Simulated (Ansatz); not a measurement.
According to r²SCAN+D4 (plane waves, PAW; program Ansatz), CdSiN2 in the trigonal phase (R-3m; Cd on 3b, Si on 3a, N on 6c) relaxes to a = 2.898 Å, c = 17.898 Å. Cd has 2 nearest neighbours from 2.05 Å (linear); Si has 6 nearest neighbours from 1.92 Å (octahedral); N has 4 nearest neighbours from 1.92 Å (tetrahedral). Against the elements it lies at -0.27 eV/atom, with no fitted shifts.

The Kohn–Sham gap is 0.36 eV (indirect). The screened hybrid HSE06 puts the gap at 0.86 eV. Gap from r²SCAN+D4 with spin–orbit coupling: 0.35 eV. The hole mass is 0.36, 1.9, 2.4 mₑ (principal values).

Bader charges are Cd +0.73, Si +3.14, N -1.93 e.

The start of the workflow was typed in or built on a structure type; neither database checked (COD, Materials Project) lists it. Whether it is the stable phase at ambient conditions was not checked. The r²SCAN+D4 relaxation kept the symmetry of its start; its stability against distortions is not shown here. The volume moved by -44 % from the start of the relaxation. The references are the lowest solids computed at this level, not always the standard phases (solids in place of the gases). Spin–orbit coupling is left out wherever it is not named.

Potentials: the earlier of the program's two PAW sets. The files were generated under PBE; for other functionals the program regenerates the frozen cores, and for LDA and PBEsol the local potential too.
